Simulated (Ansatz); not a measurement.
An Ansatz (a program for electronic structure) input:

Ansatz 0.2 input:
```yaml
crystal:
  lattice:
    - [3.589549833, 0.0, 0.0]
    - [-1.7947749165, 3.1086413435, 0.0]
    - [0.0, 0.0, 5.8801648573]
  atoms:
    - { symbol: Zn, position: [0.0, 0.0, 0.0] }
    - { symbol: Zn, position: [0.0, 0.0, 0.5] }
    - { symbol: S, position: [0.3333333333, 0.6666666667, 0.25] }
    - { symbol: S, position: [0.6666666667, 0.3333333333, 0.75] }
kpoints:
  mp_grid: { grid: [7, 7, 4] }
hamiltonian:
  xc: hse06
  pseudopotentials: { kind: paw }
scf:
  n_extra_bands: 6
  occupations: { method: fixed }
output:
  eigenvalues: true
  eigenstates:
    e_range: [-9.0, 9.2]
    kpoints:
      - [0.0, 0.182292, 0.0]  # VBM
      - [0.333333, 0.333333, 0.0]  # CBM
      - [0.0, 0.0, 0.0]  # GAMMA
      - [0.0, 0.0, 0.5]  # A
      - [0.3333333333, 0.3333333333, 0.0]  # K
      - [0.3333333333, 0.3333333333, 0.5]  # H
      - [0.5, 0.0, 0.0]  # M
      - [0.5, 0.0, 0.5]  # L
```

Question: How many symmetry operations and irreducible k-points will the run report?

Answer: 24 operations, 24 of 196 k-points.

Question: With a cutoff of 420 eV, how many plane waves at Γ?

Answer: 1285.

It took roughly 6 core-minutes on shared server cores.

The points marked VBM and CBM come from a semilocal run.

Space group P6_3/mmc (NiAs type). The start of the workflow was typed in or built on a structure type; neither database checked (COD, Materials Project) lists it. It is not the phase usual at ambient conditions (space group No. 186, 216). Symmetry was held in the r²SCAN relaxation; whether a distortion lowers the energy is not shown.

Potentials: the later of the program's two PAW sets.

Ansatz is a plane-wave DFT program.
